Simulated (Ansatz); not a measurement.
AgBr (rock salt, Fm-3m), plane-wave PAW LDA (Ansatz code): ε∞ = 6.93, cell volume 43.52 Å³. Infrared-active transverse modes:

```csv
ω_TO (cm⁻¹),oscillator strength S_xx (e²/amu)
96.6,0.04952
```

Problem. Compute the static dielectric constant.

Solution. Each mode adds (4.921e7/V) S/ω²: 6.00. So ε0 = 12.9.

Problem. What LO frequency does the Lyddane–Sachs–Teller relation give?

Solution. ω_LO = ω_TO √(ε0/ε∞) = 132 cm⁻¹.

Symmetry was held in the LDA relaxation; phonons on a q-mesh show no instability. The run is not spin-polarised. Spin–orbit coupling is left out wherever it is not named.

Potentials: the later of the program's two PAW sets.
